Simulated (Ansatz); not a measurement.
Cu Kα1 powder pattern (kinematic, no thermal factors).
```json
{"2θ (°)": "14.59", "relative intensity": "3"}
{"2θ (°)": "16.24", "relative intensity": "1"}
{"2θ (°)": "16.43", "relative intensity": "1"}
{"2θ (°)": "25.01", "relative intensity": "7"}
{"2θ (°)": "25.51", "relative intensity": "6"}
{"2θ (°)": "25.60", "relative intensity": "10"}
{"2θ (°)": "29.43", "relative intensity": "50"}
{"2θ (°)": "29.46", "relative intensity": "100"}
{"2θ (°)": "33.22", "relative intensity": "1"}
{"2θ (°)": "41.71", "relative intensity": "18"}
{"2θ (°)": "41.81", "relative intensity": "37"}
{"2θ (°)": "42.44", "relative intensity": "36"}
{"2θ (°)": "42.57", "relative intensity": "18"}
{"2θ (°)": "49.30", "relative intensity": "3"}
{"2θ (°)": "49.32", "relative intensity": "1"}
{"2θ (°)": "49.86", "relative intensity": "3"}
{"2θ (°)": "49.93", "relative intensity": "2"}
{"2θ (°)": "50.01", "relative intensity": "2"}
{"2θ (°)": "50.29", "relative intensity": "2"}
{"2θ (°)": "51.33", "relative intensity": "9"}
{"2θ (°)": "52.41", "relative intensity": "9"}
{"2θ (°)": "52.60", "relative intensity": "19"}
{"2θ (°)": "54.91", "relative intensity": "1"}
{"2θ (°)": "61.06", "relative intensity": "5"}
{"2θ (°)": "61.12", "relative intensity": "11"}
{"2θ (°)": "66.24", "relative intensity": "1"}
{"2θ (°)": "66.33", "relative intensity": "2"}
{"2θ (°)": "68.67", "relative intensity": "7"}
{"2θ (°)": "68.78", "relative intensity": "7"}
{"2θ (°)": "68.82", "relative intensity": "7"}
{"2θ (°)": "69.69", "relative intensity": "7"}
{"2θ (°)": "69.73", "relative intensity": "7"}
{"2θ (°)": "69.91", "relative intensity": "8"}
{"2θ (°)": "75.77", "relative intensity": "5"}
{"2θ (°)": "75.81", "relative intensity": "3"}
{"2θ (°)": "77.08", "relative intensity": "5"}
{"2θ (°)": "77.28", "relative intensity": "5"}
{"2θ (°)": "77.40", "relative intensity": "6"}
{"2θ (°)": "77.56", "relative intensity": "3"}
{"2θ (°)": "77.83", "relative intensity": "6"}
{"2θ (°)": "81.99", "relative intensity": "1"}
```

The pattern is computed from a structure relaxed with Ansatz 0.2.0, DFT PBE, scalar-relativistic, plane waves, PAW. No spin polarisation. Its elements are S, Se, Sn.

Q: Give the structure.

A: Sn4Se3S.
Space group Cm (No. 8). a = 8.657 Å, b = 8.487 Å, c = 7.379 Å, α = 90.00°, β = 124.72°, γ = 90.00°
```json
{"atom": "Sn", "site": "4b", "symmetry": "1", "x": "0.2390", "y": "0.7399", "z": "0.0071"}
{"atom": "Sn", "site": "2a", "symmetry": "m", "x": "0.7347", "y": "0.5000", "z": "0.4877"}
{"atom": "Sn", "site": "2a", "symmetry": "m", "x": "0.2310", "y": "0.5000", "z": "0.4756"}
{"atom": "Se", "site": "4b", "symmetry": "1", "x": "0.0023", "y": "0.2527", "z": "0.4916"}
{"atom": "Se", "site": "2a", "symmetry": "m", "x": "0.5142", "y": "0.5000", "z": "0.0163"}
{"atom": "S", "site": "2a", "symmetry": "m", "x": "0.0372", "y": "0.5000", "z": "0.0230"}
```

A pattern alone doesn't exclude other cells with like lines; this is the one computed.

The cell was found from a structure generator's guess, not taken from experiment.
